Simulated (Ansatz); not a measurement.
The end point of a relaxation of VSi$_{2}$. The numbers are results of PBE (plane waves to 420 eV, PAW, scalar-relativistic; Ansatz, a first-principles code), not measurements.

```
CELL_PARAMETERS angstrom
      4.56609     0.00000     0.00000
     -2.28304     3.95435     0.00000
      0.00000     0.00000     6.36618
ATOMIC_POSITIONS crystal
  V  0.50000 0.00000 0.00000
  V  0.50000 0.50000 0.33333
  V  0.00000 0.50000 0.66667
  Si 0.16284 0.32568 0.00000
  Si 0.83716 0.16284 0.33333
  Si 0.67432 0.83716 0.66667
  Si 0.83716 0.67432 0.00000
  Si 0.16284 0.83716 0.33333
  Si 0.32568 0.16284 0.66667
```

Problem. Find the space group and the Wyckoff positions (tolerance 0.01 Å).

Solution. Space group P6₂22 (No. 180); a = b = 4.5661 Å, c = 6.3662 Å, α = β = 90.00°, γ = 120.00°

```csv
atom,site,symmetry,x,y,z
V,3c,222,0.5000,0.0000,0.0000
Si,6i,..2,0.1628,0.3257,0.0000
```

This is the AFLOW prototype AB2_hP9_180_d_j (C40, as in CrSi2).

Problem. Give the shortest distances between elements (the closest pairs, up to four, under 3.6 Å).

Solution. Si–Si 2.48 Å; Si–V 2.51 Å; V–V 3.12 Å.

| Quantity | Value |
|---|---|
| Volume per atom | 12.77 Å³ |
| Band gap | zero (metallic) |
| Magnetic moment | zero (the starting moments vanished) |

No spin polarisation in the result: the starting moments vanished. The relaxed primitive cell holds an odd number of electrons. A magnetic state may lie lower.

The run could not lose the symmetry of its start.

The first start was generated by placing the elements on the sites of a structure type. Materials Project lists a structure of VSi2 in the same space group, P6₂22 (No. 180); the sites were not compared with it, nor with measured phases.
